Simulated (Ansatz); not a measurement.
Relax this structure to zero stress and force, keeping its symmetry:

```yaml
crystal:
  lattice:
    - [0.00000, 2.03675, 2.03675]
    - [2.03675, 0.00000, 2.03675]
    - [2.03675, 2.03675, 0.00000]
  atoms:
    - { symbol: Li, position: [0.00000, 0.00000, 0.00000] }
    - { symbol: H, position: [0.50000, 0.50000, 0.50000] }
```

The calculation used DFT r2SCAN, scalar-relativistic, plane waves, PAW (Ansatz 0.2.0).

Settings: cutoff 500 eV, Γ-centred mesh 10×10×10 on the computed 2-atom cell, Gaussian smearing of 0.02 eV; no spin polarisation.

Q: What does it relax to?

A: The volume drops by 0.42 Å³/atom to 8.03 Å³/atom, and the energy falls by 2.3 meV/atom. Final structure:
Space group Fm-3m (No. 225). a = 4.005 Å, b = 4.005 Å, c = 4.005 Å, α = 90.00°, β = 90.00°, γ = 90.00°
| atom | site | symmetry | x | y | z |
| --- | --- | --- | --- | --- | --- |
| Li | 4a | m-3m | 0.0000 | 0.0000 | 0.0000 |
| H | 4b | m-3m | 0.5000 | 0.0000 | 0.0000 |